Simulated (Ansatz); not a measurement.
**GdP in the CsCl-type structure**

Computed with Ansatz (plane waves, PAW, 420 eV cutoff): PBEsol, scalar-relativistic, collinear spin, 10×10×10 k-mesh, Gaussian smearing of 0.05 eV; PAW files: Ansatz's generated set soft_2.

```
Gd P
1.0
     3.44768    0.00000    0.00000
     0.00000    3.44768    0.00000
     0.00000    0.00000    3.44768
Gd P
1 1
Direct
  0.00000 0.00000 0.00000
  0.50000 0.50000 0.50000
```

This is a trial structure: such lanthanide and actinide compounds mostly take the rock-salt structure.

Magnetic state: ferromagnetic, site spin moments Gd 6.93; P -0.09 μB.

Cell and atoms are those of this level's equilibrium.

Path: Γ–X–M–Γ–R–X | R–M, with Γ = (0.000, 0.000, 0.000), X = (0.000, 0.500, 0.000), M = (0.500, 0.500, 0.000), R = (0.500, 0.500, 0.500) in reciprocal vectors of the calculation's cell.

**Question.** Is it a metal or an insulator, and if it has a gap, where are the band edges on this path?

**Answer.** A metal: bands cross the Fermi level.

Levels between -4 and 4 eV from the Fermi level at the path's named points:
| point | spin | below E_F (eV) | above E_F (eV) |
| --- | --- | --- | --- |
| Γ | up | -3.99 -1.20 -1.20 | 0.64 0.64 0.64 |
| Γ | down | -0.49 -0.49 -0.10 -0.10 -0.10 | 0.96 0.96 0.96 1.05 1.79 1.79 1.79 |
| X | up | -0.99 -0.99 -0.03 |  |
| X | down | -0.78 -0.78 | 0.66 0.86 0.90 0.94 0.94 0.97 1.15 1.15 |
| M | up | -2.51 -2.51 -0.84 | 1.56 2.06 2.06 3.15 |
| M | down | -2.55 -2.55 -0.10 | 0.09 0.90 0.90 1.14 1.15 1.15 1.16 2.36 2.78 2.78 3.72 |
| R | up | -3.82 |  |
| R | down |  | 0.94 0.94 0.94 1.13 1.13 1.13 1.17 |

Formal charges Gd³⁺, P³⁻ leave Gd³⁺ with an open 4f⁷ shell. The run still finds no gap: within 0.1 eV of the Fermi level the projected states are 55 % Gd 5d, 33 % P 3p.

Without a U the 4f levels of Gd lie too near the Fermi level, so their share of the states there, and what hangs on it, is overstated. For elements this heavy, spin–orbit coupling would shift levels and gaps; it isn't included here. Site moments are of spin, integrated over atomic spheres. A displaced or strained copy of the relaxed cell lay 1.6 meV/atom lower, so the structure isn't a true minimum at this level, unless the mesh, which matters in a metal, makes it so. Only parallel moments were tried, so the real magnetic order may be another.
